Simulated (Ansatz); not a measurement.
Input for Ansatz (plane-wave DFT, PAW):

```yaml
crystal:
  lattice:
    - [-1.7275153578, 2.4772969028, 1.771680607]
    - [1.7275153578, -2.4772969028, 1.771680607]
    - [1.7275153578, 2.4772969028, -1.771680607]
  atoms:
    - { symbol: P, position: [0.7804023803, 0.0304023803, 0.75] }
    - { symbol: P, position: [0.2195976197, 0.9695976197, 0.25] }
basis:
  ecutwfc: 420
kpoints:
  mp_grid: { grid: [18, 18, 18] }
hamiltonian:
  xc: pbesol
  dispersion: d3bj
scf:
  occupations: { method: gaussian, width: 0.1 }
output:
  forces: true
  stress: true
  eigenvalues: true
relax:
  adjacent_minimum: "off"
  f_tol: 0.01
  max_steps: 30
  cell: { stress_tol: 0.1, fix: [volume] }
```

Run as
```bash
ansatz run input.yaml --threads 1 --pin off --max-ram 2560MiB --backend cpu --events-out ev --progress --plain --runs-dir out
```

Method: Ansatz 0.2.0, DFT PBEsol+D3(BJ), scalar-relativistic, plane waves, PAW.

Part of what the program printed, abridged (iterations and final results):

```
SCF iter   1: F=—  HF=-1480.874845 eV  |F-HF|=—  |Δ(HF+E_count)|=         —  Δρ=2.00e-3  dr2=9.77e-4  ethr=1.77e-3  ⟨swp⟩=6.2  Hψ=66299  notcnv=0
SCF iter   2: F=—  HF=-1480.874441 eV  |F-HF|=—  |Δ(HF+E_count)|=   4.04e-4  Δρ=1.03e-3  dr2=2.31e-4  ethr=9.77e-6  ⟨swp⟩=2.1  Hψ=17760  notcnv=0
SCF iter   3: F=—  HF=-1480.874437 eV  |F-HF|=—  |Δ(HF+E_count)|=   4.15e-6  Δρ=1.89e-4  dr2=1.33e-5  ethr=2.31e-6  ⟨swp⟩=2.1  Hψ=12166  notcnv=0
SCF iter   4: F=—  HF=-1480.874433 eV  |F-HF|=—  |Δ(HF+E_count)|=   3.77e-6  Δρ=4.36e-5  dr2=6.68e-7  ethr=1.33e-7  ⟨swp⟩=2.3  Hψ=11143  notcnv=0
SCF iter   5: F=-1480.874433 eV  HF=-1480.874433 eV  |F-HF|=2.62e-8  |Δ(HF+E_count)|=   3.80e-7  Δρ=9.94e-6  dr2=3.70e-8  ethr=6.68e-9  ⟨swp⟩=2.2  Hψ=11416  notcnv=0
SCF iter   6: F=-1480.874433 eV  HF=-1480.874433 eV  |F-HF|=3.26e-9  |Δ(HF+E_count)|=   1.24e-8  Δρ=3.72e-6  dr2=4.72e-9  ethr=3.70e-10  ⟨swp⟩=4.2  Hψ=43642  notcnv=0
SCF 1 converged in 6 iterations: F = -1480.874433 eV  dr2 = 4.72e-9
relax step   1: F+E_penalty+E_count = -1480.87443286 eV  Δ(F+E_penalty+E_count) = +0.000e0 eV  max|allowed force component| = 2.378e-1 eV/Å  Δτ_max = 0.0000 Å  P = -7.395 GPa  Ω = 30.328 Å³  fix = [volume]  reactions: volume -7.395 GPa (6 SCF iters, dr2 threshold 1.00e-7 eV, accepted)
Initial density: handed on by an earlier stage of this run
Initial wavefunctions: those handed on with the density
SCF iter   1: F=—  HF=-1480.877917 eV  |F-HF|=—  |Δ(HF+E_count)|=         —  Δρ=9.71e-4  dr2=1.78e-4  ethr=1.73e-6  ⟨swp⟩=3.1  Hψ=72420  notcnv=0
SCF iter   2: F=—  HF=-1480.877876 eV  |F-HF|=—  |Δ(HF+E_count)|=   4.09e-5  Δρ=4.35e-4  dr2=3.13e-5  ethr=1.73e-6  ⟨swp⟩=1.0  Hψ=7826  notcnv=0
SCF iter   3: F=—  HF=-1480.877869 eV  |F-HF|=—  |Δ(HF+E_count)|=   7.26e-6  Δρ=2.98e-5  dr2=2.16e-7  ethr=3.13e-7  ⟨swp⟩=1.6  Hψ=9368  notcnv=0
SCF iter   4: F=-1480.877868 eV  HF=-1480.877868 eV  |F-HF|=2.54e-9  |Δ(HF+E_count)|=   7.67e-8  Δρ=5.48e-6  dr2=6.49e-9  ethr=2.16e-9  ⟨swp⟩=2.2  Hψ=12526  notcnv=0
SCF iter   5: F=-1480.877868 eV  HF=-1480.877868 eV  |F-HF|=7.59e-11  |Δ(HF+E_count)|=  9.35e-10  Δρ=1.11e-6  dr2=1.02e-10  ethr=6.49e-11  ⟨swp⟩=2.5  Hψ=12034  notcnv=0
SCF iter   6: F=-1480.877868 eV  HF=-1480.877868 eV  |F-HF|=2.05e-12  |Δ(HF+E_count)|=  8.34e-11  Δρ=8.26e-8  dr2=2.64e-12  ethr=1.02e-12  ⟨swp⟩=2.7  Hψ=38545  notcnv=0
SCF 2 converged in 6 iterations: F = -1480.877868 eV  dr2 = 2.64e-12
relax step   2: F+E_penalty+E_count = -1480.87786846 eV  Δ(F+E_penalty+E_count) = -3.436e-3 eV  max|allowed force component| = 2.097e-1 eV/Å  Δτ_max = 0.0070 Å  P = -6.857 GPa  Ω = 30.328 Å³  energy of the carried Pulay correction = -1.155e-18 eV  fix = [volume]  reactions: volume -6.857 GPa (6 SCF iters, dr2 threshold 2.00e-7 eV, accepted)
Basis set: ecut = 420 eV, 577 PW (Γ), exchange–correlation on 48×48×48 points (8 copies of the dense FFT grid, shifted against one another)
SCF iter   1: F=—  HF=-1480.867958 eV  |F-HF|=—  |Δ(HF+E_count)|=         —  Δρ=6.64e-3  dr2=8.71e-3  ethr=8.53e-5  ⟨swp⟩=1.5  Hψ=78208  notcnv=0
SCF iter   2: F=—  HF=-1480.865636 eV  |F-HF|=—  |Δ(HF+E_count)|=   2.32e-3  Δρ=2.93e-3  dr2=1.42e-3  ethr=8.53e-5  ⟨swp⟩=1.8  Hψ=9655  notcnv=0
SCF iter   3: F=—  HF=-1480.865301 eV  |F-HF|=—  |Δ(HF+E_count)|=   3.35e-4  Δρ=2.49e-4  dr2=1.28e-5  ethr=1.42e-5  ⟨swp⟩=2.0  Hψ=11177  notcnv=0
SCF iter   4: F=—  HF=-1480.865300 eV  |F-HF|=—  |Δ(HF+E_count)|=   1.55e-6  Δρ=4.16e-5  dr2=2.98e-7  ethr=1.28e-7  ⟨swp⟩=2.5  Hψ=12016  notcnv=0
SCF iter   5: F=-1480.865300 eV  HF=-1480.865300 eV  |F-HF|=2.17e-9  |Δ(HF+E_count)|=   1.86e-8  Δρ=6.03e-6  dr2=4.18e-9  ethr=2.98e-9  ⟨swp⟩=2.6  Hψ=12522  notcnv=0
SCF iter   6: F=-1480.865300 eV  HF=-1480.865300 eV  |F-HF|=4.48e-11  |Δ(HF+E_count)|=   2.49e-9  Δρ=5.67e-7  dr2=9.06e-11  ethr=4.18e-11  ⟨swp⟩=3.4  Hψ=40419  notcnv=0
SCF 3 converged in 6 iterations: F = -1480.865300 eV  dr2 = 9.06e-11
relax step   3: F+E_penalty+E_count = -1480.86529981 eV  Δ(F+E_penalty+E_count) = +1.257e-2 eV  max|allowed force component| = 4.842e-1 eV/Å  Δτ_max = 0.0536 Å  P = -2.207 GPa  Ω = 30.328 Å³  fix = [volume]  (6 SCF iters, dr2 threshold 2.00e-7 eV, rejected (line search))
Basis set: ecut = 420 eV, 585 PW (Γ), exchange–correlation on 48×48×48 points (8 copies of the dense FFT grid, shifted against one another)
SCF iter   1: F=—  HF=-1480.885655 eV  |F-HF|=—  |Δ(HF+E_count)|=         —  Δρ=3.49e-3  dr2=2.61e-3  ethr=2.70e-5  ⟨swp⟩=1.5  Hψ=75952  notcnv=0
SCF iter   2: F=—  HF=-1480.884881 eV  |F-HF|=—  |Δ(HF+E_count)|=   7.74e-4  Δρ=1.50e-3  dr2=3.85e-4  ethr=2.61e-5  ⟨swp⟩=2.0  Hψ=10556  notcnv=0
SCF iter   3: F=—  HF=-1480.884788 eV  |F-HF|=—  |Δ(HF+E_count)|=   9.36e-5  Δρ=1.62e-4  dr2=4.77e-6  ethr=3.85e-6  ⟨swp⟩=2.1  Hψ=11970  notcnv=0
SCF iter   4: F=—  HF=-1480.884788 eV  |F-HF|=—  |Δ(HF+E_count)|=   4.86e-7  Δρ=2.96e-5  dr2=1.33e-7  ethr=4.77e-8  ⟨swp⟩=2.2  Hψ=11166  notcnv=0
SCF iter   5: F=—  HF=-1480.884788 eV  |F-HF|=—  |Δ(HF+E_count)|=   1.35e-7  Δρ=2.86e-6  dr2=9.51e-10  ethr=1.33e-9  ⟨swp⟩=2.3  Hψ=12366  notcnv=0
SCF iter   6: F=-1480.884788 eV  HF=-1480.884788 eV  |F-HF|=9.55e-12  |Δ(HF+E_count)|=  5.71e-10  Δρ=2.04e-7  dr2=1.36e-11  ethr=1.00e-12  ⟨swp⟩=7.1  Hψ=44006  notcnv=0
SCF 4 converged in 6 iterations: F = -1480.884788 eV  dr2 = 1.36e-11
relax step   4: F+E_penalty+E_count = -1480.88478802 eV  Δ(F+E_penalty+E_count) = -6.920e-3 eV  max|allowed force component| = 1.382e-2 eV/Å  Δτ_max = 0.0266 Å  P = -4.727 GPa  Ω = 30.328 Å³  fix = [volume]  reactions: volume -4.727 GPa (6 SCF iters, accepted)
SCF iter   1: F=—  HF=-1480.884905 eV  |F-HF|=—  |Δ(HF+E_count)|=         —  Δρ=1.98e-4  dr2=1.32e-5  ethr=1.06e-7  ⟨swp⟩=2.8  Hψ=70178  notcnv=0
SCF iter   2: F=—  HF=-1480.884902 eV  |F-HF|=—  |Δ(HF+E_count)|=   3.34e-6  Δρ=7.70e-5  dr2=9.49e-7  ethr=1.06e-7  ⟨swp⟩=2.6  Hψ=11660  notcnv=0
SCF iter   3: F=-1480.884902 eV  HF=-1480.884902 eV  |F-HF|=2.06e-8  |Δ(HF+E_count)|=   2.73e-8  Δρ=2.41e-5  dr2=7.52e-8  ethr=9.49e-9  ⟨swp⟩=1.6  Hψ=9469  notcnv=0
SCF iter   4: F=-1480.884902 eV  HF=-1480.884902 eV  |F-HF|=1.41e-10  |Δ(HF+E_count)|=   2.29e-8  Δρ=1.80e-6  dr2=4.46e-10  ethr=7.52e-10  ⟨swp⟩=1.1  Hψ=8055  notcnv=0
SCF iter   5: F=-1480.884902 eV  HF=-1480.884902 eV  |F-HF|=2.27e-13  |Δ(HF+E_count)|=  2.10e-10  Δρ=1.45e-7  dr2=3.74e-12  ethr=4.46e-12  ⟨swp⟩=2.6  Hψ=11989  notcnv=0
SCF iter   6: F=-1480.884902 eV  HF=-1480.884902 eV  |F-HF|=6.82e-13  |Δ(HF+E_count)|=  4.55e-13  Δρ=1.81e-8  dr2=1.13e-13  ethr=1.00e-12  ⟨swp⟩=2.7  Hψ=34085  notcnv=0
SCF 5 converged in 6 iterations: F = -1480.884902 eV  dr2 = 1.13e-13
relax step   5: F+E_penalty+E_count = -1480.88490216 eV  Δ(F+E_penalty+E_count) = -1.141e-4 eV  max|allowed force component| = 6.739e-4 eV/Å  Δτ_max = 0.0003 Å  P = -4.678 GPa  Ω = 30.328 Å³  energy of the carried Pulay correction = -1.155e-18 eV  fix = [volume]  reactions: volume -4.678 GPa (6 SCF iters, dr2 threshold 2.00e-7 eV, accepted)
SCF iter   1: F=—  HF=-1480.884912 eV  |F-HF|=—  |Δ(HF+E_count)|=         —  Δρ=5.57e-5  dr2=7.41e-7  ethr=7.09e-9  ⟨swp⟩=2.8  Hψ=69940  notcnv=0
SCF iter   2: F=—  HF=-1480.884912 eV  |F-HF|=—  |Δ(HF+E_count)|=   4.99e-7  Δρ=2.49e-5  dr2=1.06e-7  ethr=7.09e-9  ⟨swp⟩=2.0  Hψ=10786  notcnv=0
SCF iter   3: F=-1480.884912 eV  HF=-1480.884912 eV  |F-HF|=1.20e-10  |Δ(HF+E_count)|=   1.32e-8  Δρ=3.85e-6  dr2=2.50e-9  ethr=1.06e-9  ⟨swp⟩=1.5  Hψ=9441  notcnv=0
SCF iter   4: F=-1480.884912 eV  HF=-1480.884912 eV  |F-HF|=6.82e-12  |Δ(HF+E_count)|=  1.01e-10  Δρ=5.95e-7  dr2=5.03e-11  ethr=2.50e-11  ⟨swp⟩=2.1  Hψ=11307  notcnv=0
SCF iter   5: F=-1480.884912 eV  HF=-1480.884912 eV  |F-HF|=2.27e-13  |Δ(HF+E_count)|=  1.07e-11  Δρ=5.45e-8  dr2=3.56e-13  ethr=1.00e-12  ⟨swp⟩=1.2  Hψ=8346  notcnv=0
SCF iter   6: F=-1480.884912 eV  HF=-1480.884912 eV  |F-HF|=0.00e0  |Δ(HF+E_count)|=  6.82e-13  Δρ=4.35e-9  dr2=6.71e-15  ethr=1.00e-12  ⟨swp⟩=2.3  Hψ=32699  notcnv=0
SCF 6 converged in 6 iterations: F = -1480.884912 eV  dr2 = 6.71e-15
relax step   6: F+E_penalty+E_count = -1480.88491240 eV  Δ(F+E_penalty+E_count) = -1.023e-5 eV  max|allowed force component| = 4.367e-5 eV/Å  Δτ_max = 0.0003 Å  P = -4.709 GPa  Ω = 30.328 Å³  energy of the carried Pulay correction = -3.465e-18 eV  fix = [volume]  reactions: volume -4.709 GPa (6 SCF iters, dr2 threshold 2.71e-8 eV, accepted)
Initial wavefunctions: pseudopotential atomic-orbital guess (no wavefunctions were taken with the density)
SCF iter   1: F=—  HF=-1480.884935 eV  |F-HF|=—  |Δ(HF+E_count)|=         —  Δρ=1.88e-5  dr2=9.57e-9  ethr=1.89e-7  ⟨swp⟩=3.1  Hψ=90912  notcnv=0
SCF iter   2: F=—  HF=-1480.884936 eV  |F-HF|=—  |Δ(HF+E_count)|=   7.26e-7  Δρ=9.48e-6  dr2=2.43e-9  ethr=9.57e-11  ⟨swp⟩=2.5  Hψ=12553  notcnv=0
SCF iter   3: F=-1480.884936 eV  HF=-1480.884936 eV  |F-HF|=6.37e-12  |Δ(HF+E_count)|=   1.43e-8  Δρ=1.76e-7  dr2=9.26e-12  ethr=2.43e-11  ⟨swp⟩=2.5  Hψ=12392  notcnv=0
SCF iter   4: F=-1480.884936 eV  HF=-1480.884936 eV  |F-HF|=9.09e-13  |Δ(HF+E_count)|=  2.96e-12  Δρ=5.27e-8  dr2=3.19e-13  ethr=1.00e-12  ⟨swp⟩=1.1  Hψ=7859  notcnv=0
SCF iter   5: F=-1480.884936 eV  HF=-1480.884936 eV  |F-HF|=0.00e0  |Δ(HF+E_count)|=  9.09e-13  Δρ=1.43e-8  dr2=1.94e-14  ethr=1.00e-12  ⟨swp⟩=1.1  Hψ=7868  notcnv=0
SCF iter   6: F=-1480.884936 eV  HF=-1480.884936 eV  |F-HF|=2.27e-13  |Δ(HF+E_count)|=  6.82e-13  Δρ=2.01e-9  dr2=1.12e-15  ethr=1.00e-12  ⟨swp⟩=1.1  Hψ=7884  notcnv=0
SCF iter   7: F=-1480.884936 eV  HF=-1480.884936 eV  |F-HF|=0.00e0  |Δ(HF+E_count)|=    0.00e0  Δρ=3.45e-10  dr2=2.32e-17  ethr=1.00e-12  ⟨swp⟩=3.3  Hψ=34113  notcnv=0
SCF 7 converged in 7 iterations: F = -1480.884936 eV  dr2 = 2.32e-17
SCF converged after 7 iterations
Free energy (F): -1480.884936 eV
Harris-Foulkes:  -1480.884936 eV  (|F-HF|=0.00e0)
Internal energy: -1480.883053 eV  (E = F + TS)
E sigma→0 (E₀):  -1480.883995 eV
Entropy (-TS):   -0.001882 eV (-0.941 meV/atom)
Fermi energy:    10.707545 eV
--- Per-component energies (eV) ---
  E_band       = 36.784378
  E_kinetic    = 142.147667
  E_local      = -61.516379  (includes V_loc(G=0)·N_el)
  E_nonlocal   = 67.438346
  E_hartree    = 13.421385
  E_xc         = -123.146866
  E_vxc        = -122.971321  (∫ρ·V_xc dr)
  E_paw        = -1108.063839  (= ΣΔE_a)
  E_vpaw       = -15.156713  (= ΣTr[D̂ρ^β])
  E_aug_tail   = 0.000006  (compensation charges beyond the density's cutoff)
  E_ewald      = -410.509579
  E_disp       = -0.745987  (pairwise vdW)
  E_core_change = 0.092192  (= ΣΔE_core)
  E_smearing   = -0.001882  (= −TS)
--- Forces (eV/Å), atoms counted from 1 ---
  atom   1  P      0.00000000     0.00000000     0.00002385
  atom   2  P      0.00000000     0.00000000    -0.00002385
--- Stress (GPa, compression-positive) ---
       -4.721549       0.000000       0.000000
        0.000000      -4.693616       0.000000
        0.000000       0.000000      -4.701601
  P = ⅓ Tr σ = -4.7056 GPa (-47.056 kbar)
--- Band table (eV; the first three rows and the last of 865) ---
  k-point 0: bands = ["-5.8826", "7.8800", "8.0524", "8.2794", "8.4613", "13.0674", "13.5177", "15.1432", "15.4380"]
  k-point 1: bands = ["-5.8299", "7.2116", "7.8622", "8.2677", "9.0962", "13.0713", "13.6337", "14.8801", "15.4285"]
  k-point 2: bands = ["-5.6720", "6.0890", "7.8163", "8.1837", "9.6817", "13.0033", "13.7994", "14.3001", "15.3034"]
  k-point 864: bands = ["-2.0335", "1.9908", "2.9861", "5.2748", "5.4109", "10.8971", "17.7664", "18.8443", "19.7247"]
--- Relaxed structure (6 steps of the walk, 5 accepted, 1 SCFs on fresh bases) ---
  F+E_penalty+E_count = -1480.88493588 eV   max|allowed force component| = 2.385e-5 eV/Å   (the final SCF, on the basis selected at the relaxed cell)
  cell:  # Å, volume = 30.3281 Å³
    - [-1.70459681, 2.47939117, 1.79398449]
    - [1.70459681, -2.47939117, 1.79398449]
    - [1.70459681, 2.47939117, -1.79398449]
  atoms:
    - { symbol: P, position: [0.78972557, 0.03972557, 0.75] }
    - { symbol: P, position: [0.21027442, 0.96027442, 0.24999999] }
```

The relaxation met its thresholds.

It took 82 s on 1 thread of AMD EPYC 7R43 64-Core Processor (Zen 3) (shared host), peak memory 0.62 GiB.